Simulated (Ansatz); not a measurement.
LaSi2:
```cif
data_La2Si4
_chemical_formula_sum 'La2 Si4'
_space_group_name_H-M_alt 'P 1'
_space_group_IT_number 1
_cell_length_a 7.52123
_cell_length_b 7.52123
_cell_length_c 7.52123
_cell_angle_alpha 147.334
_cell_angle_beta 147.334
_cell_angle_gamma 46.870
loop_
_space_group_symop_operation_xyz
  'x, y, z'
loop_
_atom_site_label
_atom_site_type_symbol
_atom_site_fract_x
_atom_site_fract_y
_atom_site_fract_z
_atom_site_occupancy
La1 La 0.50000 0.50000 0.00000 1
La2 La 0.25000 0.75000 0.50000 1
Si1 Si 0.83458 0.33458 0.50000 1
Si2 Si 0.08458 0.08458 0.00000 1
Si3 Si 0.91542 0.91542 0.00000 1
Si4 Si 0.66542 0.16542 0.50000 1
```

Relaxed with LDA.

Problem. Which orbitals make up the states near the Fermi level in LDA (plane waves, PAW; program Ansatz)?

Solution. Within 0.5 eV of the Fermi level: La 5d 33 %, Si 3p 31 %, La 4f 15 %, Si 3s 14 %, outside the projected shells 5 %. Projections are on Löwdin-orthogonalised atomic valence shells; empty p or d shells of many metals are not among them.

Problem. Tabulate the density of states.

Solution. States/eV per cell of 6 atoms, in 0.25 eV bins, energy from the Fermi level.

```tsv
E (eV)	total	La 4f	Si 3p	La 5d
-7.85	1.68	0.01	0.56	0.22
-7.60	1.22	0.01	0.43	0.16
-7.35	0.74	0.01	0.27	0.10
-7.10	0.74	0.01	0.29	0.09
-6.85	0.74	0.01	0.30	0.08
-6.60	0.77	0.01	0.33	0.07
-6.35	0.83	0.01	0.39	0.07
-6.10	0.99	0.01	0.50	0.08
-5.85	1.93	0.02	1.08	0.16
-5.60	1.50	0.02	0.83	0.14
-5.35	0.68	0.01	0.38	0.08
-5.10	0.41	0.00	0.23	0.05
-4.85	0.34	0.00	0.21	0.05
-4.60	1.15	0.01	0.83	0.14
-4.35	2.97	0.03	2.23	0.34
-4.10	5.31	0.05	4.13	0.70
-3.85	4.12	0.05	3.23	0.52
-3.60	1.76	0.03	1.37	0.22
-3.35	2.35	0.02	1.53	0.45
-3.10	2.92	0.03	1.89	0.54
-2.85	2.12	0.03	1.43	0.39
-2.60	1.94	0.03	1.26	0.44
-2.35	2.88	0.05	1.68	0.91
-2.10	6.64	0.09	3.70	2.35
-1.85	7.19	0.11	3.90	2.60
-1.60	2.93	0.10	1.25	1.37
-1.35	1.63	0.07	0.68	0.76
-1.10	1.25	0.07	0.48	0.57
-0.85	1.81	0.11	0.55	0.80
-0.60	1.93	0.15	0.61	0.75
-0.35	2.53	0.27	0.85	0.90
-0.10	3.27	0.43	1.06	1.06
0.15	3.16	0.49	0.96	1.03
0.40	3.21	0.61	0.93	1.05
0.65	3.90	0.92	1.01	1.26
0.90	5.17	1.55	1.19	1.51
1.15	4.67	1.74	0.96	1.28
1.40	5.05	2.26	0.78	1.37
1.65	7.53	4.38	0.69	1.63
1.90	11.60	8.68	0.64	1.35
2.15	18.69	16.52	0.44	1.07
```

Space group I4_1/amd. The first step of the workflow began from a Materials Project structure, measured or hypothetical; the Crystallography Open Database files this formula in space group No. 141, but the cells were not matched. Its standing as an ambient phase is unchecked. The cell was relaxed with LDA under the symmetry of its start; its stability against distortions is not shown here. Spin–orbit coupling is left out wherever it is not named.

Potentials: the later of the program's two PAW sets.
